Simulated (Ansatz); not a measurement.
YAl₂Si₂:
```xyz
5
Lattice="4.1768 0.0000 0.0000 -2.0884 3.6172 0.0000 0.0000 0.0000 6.4917" Properties=species:S:1:pos:R:3 pbc="T T T"
Si     0.0000     2.4115     1.6717
Si     2.0884     1.2057     4.8199
Al     0.0000     2.4115     4.1892
Al     2.0884     1.2057     2.3024
Y      0.0000     0.0000     0.0000
```

Relaxed with PBEsol.

Problem. Map the valence electron density (e/Å³), cut off at 0.4 on the plane through (0.333, 0.667, 0.258) spanned by u = [0, 0, 1] and v = [1, -1, 0] in lattice vectors, from PBEsol in the plane-wave PAW code Ansatz.

Solution. x is the fraction of u, y of v (the angle between them is 90°; rows are the nearest grid lines); atoms in the plane: Si at (0.00, 0.00), Si at (0.48, 0.33), Al at (0.39, 0.00), Al at (0.10, 0.33), Y at (0.74, 0.67).
```
| .+@@@@%#=:.  ..---:....:-+#@%=. |
|=+#@@@##*=-...:-=--:....:-=#@@%+=|
|%%@@%#*++=-:::-===-:....:-=*%@@%%|
|##*+=--::::---==--:::.:::--=+*#%#|
|++=--::...:::-----:::--=++===++++|
|:::...     ....::::=#@@@@@@@*=--:|
|:...         ....:-#@@@@@@@@@+-::|
|..             ..:+@@@@@@@@@@%-..|
|..             ..:+@@@@@@@@@@%-..|
|...           ...:=@@@@@@@@@@*-..|
|::...      ...:::--+%@@@@@@@+-:::|
|::::........::--====+#@@@@#+-::::|
|===--::::--=+*##%##*+=-:::..::--=|
|===------=+*#%@@@@@#*=-:....::-==|
|-:...:-+*#%@@@*==*@@%+=:....::-=-|
|:.....-*#%@@@%=..=#@%*=:....::--:|
|:.....-*#%@@@%=..=#@%*=:....::--:|
|++=---=++*#%@@@@@@@@#+-:....:-=++|
|***++====+*#@@@@@@@#+=-:...::-=+*|
|@@%#*+====+*#%@@%#*=-::...:-=+*%@|
|@@@%#*+===++*#%%#*+-::...::=+#%@@|
|@@@@@%**++=---=++=-::...::=*%@@@@|
|+*%@@@%#*+-...:-==-:....:-=*@@%*+|
| .+@@@@%#=:.  ..---:....:-+#@%=. |
```
Scale: ten equal steps from 0.025 (start of ' ') to 0.400 (end of '@'), in the order ' .:-=+*#%@'; x runs from 0.000 to 1.00, y from 0.000 (bottom) to 1.00 (top).

The density is the valence pseudo-density with augmentation charge, so density and ELF within about 1 Å of a nucleus are not all-electron values.

Space group P-3m1. The workflow started from an entry of the Crystallography Open Database (COD). Its standing as an ambient phase is unchecked. Symmetry was held in the PBEsol relaxation; whether a distortion lowers the energy is not shown. The run is not spin-polarised.

Potentials: the later of the program's two PAW sets.
